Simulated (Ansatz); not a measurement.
**Na2WO4 — ²³Na NMR of the central transition**

Cell: a computed structure from the Materials Project (it need not be an observed phase) whose atoms were relaxed with PBE, the cell held.

Space group Fd-3m:1 (No. 227); a = 9.0749 Å.

| site | Wyckoff | site symmetry | x | y | z |
| --- | --- | --- | --- | --- | --- |
| Na | 16d | .-3m | 0.1250 | 0.3750 | 0.8750 |
| W | 8a | -43m | 0.7500 | 0.7500 | 0.2500 |
| O | 32e | .3m | 0.8641 | 0.6359 | 0.1359 |

One atom of each set is listed; the run and its k-mesh use a cell of 14 atoms with edges of 6.42, 6.42, 6.42 Å.

The numbers come from a DFT calculation in Ansatz (PBE, plane waves and PAW, scalar-relativistic, 420 eV cutoff, Γ-centred 4×4×4 k-points, Fermi–Dirac smearing 0.02 eV).

²³Na has I = 3/2 and Q = 104.0 mb (Pyykkö 2018); at 11.7 T its Larmor frequency is ν₀ = 131.8 MHz. Only the quadrupole interaction is simulated: positions count from each site's isotropic chemical shift, and J coupling is left out, as are shift anisotropy and dipolar coupling, which fast spinning averages.

Simulated pattern of one Na site (fast magic-angle spinning, Gaussian broadening 0.09 kHz):

offset (kHz), height and a bar:
```
   -2.778          0 
   -2.713          0 
   -2.648          3 #
   -2.583          5 #
   -2.517          5 #
   -2.452          5 #
   -2.387          5 #
   -2.322          5 ##
   -2.256          5 ##
   -2.191          5 ##
   -2.126          5 ##
   -2.061          6 ##
   -1.995          6 ##
   -1.930          6 ##
   -1.865          6 ##
   -1.800          6 ##
   -1.734         16 #####
   -1.669         65 ###################
   -1.604         73 ######################
   -1.538         52 ################
   -1.473         43 #############
   -1.408         39 ############
   -1.343         37 ###########
   -1.277         35 ##########
   -1.212         34 ##########
   -1.147         34 ##########
   -1.082         33 ##########
   -1.016         34 ##########
   -0.951         34 ##########
   -0.886         35 ###########
   -0.821         37 ###########
   -0.755         39 ############
   -0.690         41 ############
   -0.625         46 ##############
   -0.560         53 ################
   -0.494         68 ####################
   -0.429        100 ##############################
   -0.364         68 ####################
   -0.298          7 ##
   -0.233          0
```

Task: Which |C_Q| and η does the pattern imply?

Result: The pattern spans 2.28 kHz before broadening and its centre of gravity is at -1.07 kHz, which fixes P_Q; the places of the horns and steps fix η. That gives P_Q = 2.37 MHz, |C_Q| = 2.37 MHz and η = 0.00. The sign of C_Q can't be read from the pattern.

An axis of threefold or higher order runs through Na, so V_zz lies along it and η is zero.
